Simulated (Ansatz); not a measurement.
W:
```xyz
1
Lattice="-1.5679 1.5679 1.5679 1.5679 -1.5679 1.5679 1.5679 1.5679 -1.5679" Properties=species:S:1:pos:R:3 pbc="T T T"
W      0.0000     0.0000     0.0000
```

Relaxed with LDA. Special points in fractions of this cell's reciprocal vectors: Γ (0.000, 0.000, 0.000); H (0.500, -0.500, 0.500); N (0.000, 0.000, 0.500); P (0.250, 0.250, 0.250).

Task: List the band energies nearest the Fermi level at these points for DFT-LDA in the program Ansatz with PAW potentials.

Result: In eV from the Fermi level; about four levels below and three above (degenerate sets whole), none deeper than 8.9 eV; … stands for higher levels left out; points with the same levels are listed once.

```
k              below           above
-  -----------------  --------------
Γ  -1.30 -1.30 -1.30     2.26 2.26 …
H        -6.05 -6.05  5.35 5.35 5.35
N        -6.43 -3.71  0.93 2.17 3.18
P  -2.98 -2.98 -2.98  3.35 3.35 6.83
```

Space group Im-3m (bcc (W type)). The LDA relaxation kept the symmetry of its start. No spin polarisation was allowed. Scalar-relativistic: spin–orbit coupling is off unless named, which matters more the heavier the elements.

Potentials: the later of the program's two PAW sets.
